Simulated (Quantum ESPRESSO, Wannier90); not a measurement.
# TiO2 (rutile): Wannier90 run

```xyz
6
Lattice="4.5998 0.0000 0.0000 0.0000 4.5998 0.0000 0.0000 0.0000 2.9592" Properties=species:S:1:pos:R:3 pbc="T T T"
Ti     2.2999     2.2999     0.0000
Ti     0.0000     0.0000     1.4796
O     -1.3998    -1.3998     1.4796
O      1.3998     1.3998     1.4796
O     -0.9001     0.9001     0.0000
O      0.9001    -0.9001     0.0000
```

Cell from Materials Project (mp-2657), symmetrised, no further relaxation. COD (Crystallography Open Database) has the formula in 6 space groups, this one among them (matched by group alone). Computed values, not measurements, from PBE: Quantum ESPRESSO (norm-conserving PseudoDojo potentials, cutoff 68 Ry, no spin polarisation, no spin-orbit coupling) on a Γ-centred 6×6×8 mesh, then Wannier90. Density: 8×8×10 mesh, cold smearing 0.01 Ry.

Base run: 22 functions from bands 13-50 of the 50 computed, start hydrogen-like Ti: d; O: p, frozen window up to 3.39 eV relative to the valence-band maximum, outer window open. Its settings: num_cg_steps = 5, trial_step = 2 and dis_mix_ratio = 0.5 (the program's defaults), conv_tol = 1.0e-6 over 4 steps, num_iter = 400, dis_conv_tol = 1.0e-6, dis_num_iter = 600. One of them is changed at a time.

```csv
run,disentanglement steps,localisation steps,Ω_I (Å²),Ω_total (Å²),ended
base,102,26,14.747,14.932,converged
conv_tol = 1.0e-10,102,400,14.747,14.932,step limit
dis_num_iter = 20,20,25,14.804,14.995,step limit
```
